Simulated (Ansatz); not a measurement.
AlAs:
```cif
data_Al2As2
_chemical_formula_sum 'Al2 As2'
_space_group_name_H-M_alt 'P63mc'
_space_group_IT_number 186
_space_group_name_Hall 'P 6c -2c'
_cell_length_a 4.00387
_cell_length_b 4.00387
_cell_length_c 6.57922
_cell_angle_alpha 90.000
_cell_angle_beta 90.000
_cell_angle_gamma 120.000
loop_
_atom_site_label
_atom_site_type_symbol
_atom_site_symmetry_multiplicity
_atom_site_Wyckoff_symbol
_atom_site_fract_x
_atom_site_fract_y
_atom_site_fract_z
_atom_site_occupancy
Al1 Al 2 b 0.33333 0.66667 0.00073 1
As1 As 2 b 0.33333 0.66667 0.37527 1
```

Relaxed at zero pressure with the program Ansatz at the PBEsol level (PAW).

The volume is raised by 6 % and shape and atoms relax at that volume. What pressure results, and how do the axes share the change?

-3.7 GPa; a 2.0 %, b 2.0 %, c 1.9 %; the energy rises by 17 meV/atom.

Give the new structure.


Space group P6₃mc (No. 186); a = 4.0840 Å, b = 4.0840 Å, c = 6.7031 Å, α = 90.00°, β = 90.00°, γ = 120.00°

```tsv
atom	site	symmetry	x	y	z
Al	2b	3m.	0.3333	0.6667	0.0005
As	2b	3m.	0.3333	0.6667	0.3755
```

The phase is kept; no other phase was compared at this pressure.

Space group P6_3mc (wurtzite). The first step of the workflow began from a Materials Project structure, measured or hypothetical; the Crystallography Open Database copy checked does not list it. It is not the phase usual at ambient conditions (space group No. 216). The PBEsol relaxation kept the symmetry of its start; whether a distortion lowers the energy is not shown.

Potentials: the later of the program's two PAW sets.
